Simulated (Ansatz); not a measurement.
Computed properties of C

C:
```yaml
crystal:
  lattice:
    - [2.50983, 0.00000, 0.00000]
    - [-1.25491, 2.17357, 0.00000]
    - [0.00000, 0.00000, 8.28029]
  atoms:
    - { symbol: C, position: [0.00000, 0.00000, 0.59294] }
    - { symbol: C, position: [0.00000, 0.00000, 0.40706] }
    - { symbol: C, position: [0.00000, 0.00000, 0.09294] }
    - { symbol: C, position: [0.00000, 0.00000, 0.90706] }
    - { symbol: C, position: [0.33333, 0.66667, 0.34450] }
    - { symbol: C, position: [0.66667, 0.33333, 0.65550] }
    - { symbol: C, position: [0.66667, 0.33333, 0.84450] }
    - { symbol: C, position: [0.33333, 0.66667, 0.15550] }
```

Space group P6_3/mmc (No. 194); conventional cell a = b = 2.510 Å, c = 8.280 Å, α = β = 90.00°, γ = 120.00°.

Method: the program Ansatz at the r²SCAN level (PAW). The cell and atoms are relaxed at this level. Other levels are named where they apply.

Cell and energy:

Volume per atom: 5.65 Å³
Density: 3.53 g/cm³

Electronic structure:

* **Band gap**: 4.80 eV (indirect)
* **Valence-band maximum**: at Γ
* **Conduction-band minimum**: on the Γ–M line, 82 % of the way from Γ (6 equivalent valleys)
* **Smallest direct gap on the standard path**: 5.59 eV
* **Electron effective mass**: 0.20, 1.6, 2.0 mₑ (principal values)
* **Hole effective mass, band 1 of 2 at the edge**: 0.72 along x, 0.65 along z (mₑ)
* **Hole effective mass, band 2 of 2 at the edge**: 0.26 along x, 0.65 along z (mₑ)
* **HSE06 gap on the r²SCAN cell**: 5.73 eV

Mechanics:

Bulk modulus (Birch–Murnaghan fit): 450 GPa
Pressure derivative B′: 3.7
Elastic constants (relaxed ions, GPa): C11 = 1220, C12 = 93.4, C13 = 32.2, C33 = 1290, C44 = 505
Mechanical stability: stable (all eigenvalues of C positive)
Hill bulk and shear moduli: 450 and 552 GPa
Young's modulus: 1180 GPa
Poisson's ratio: 0.07
Debye temperature from the elastic constants: 2280 K

Dielectric response:

* **Electronic dielectric constant ε∞ (DFPT)**: 5.68 (xx = yy), 5.91 (zz)

Phonons:

* **Highest zone-centre frequency**: 1336 cm⁻¹
* **Zone-centre stability**: no imaginary mode at Γ
* **Dynamical stability on the path**: stable (no imaginary branch)
* **Zero-point energy**: 182.9 meV/atom
* **Vibrational entropy at 300 K**: 2.3 J/(K·mol of atoms)

The first step of the workflow began from a Materials Project structure, measured or hypothetical. Its sites differ from those of the usual phase in this space group: another stacking or structure type. The cell was relaxed with r²SCAN under the symmetry of its start.

Potentials: the earlier of the program's two PAW sets.
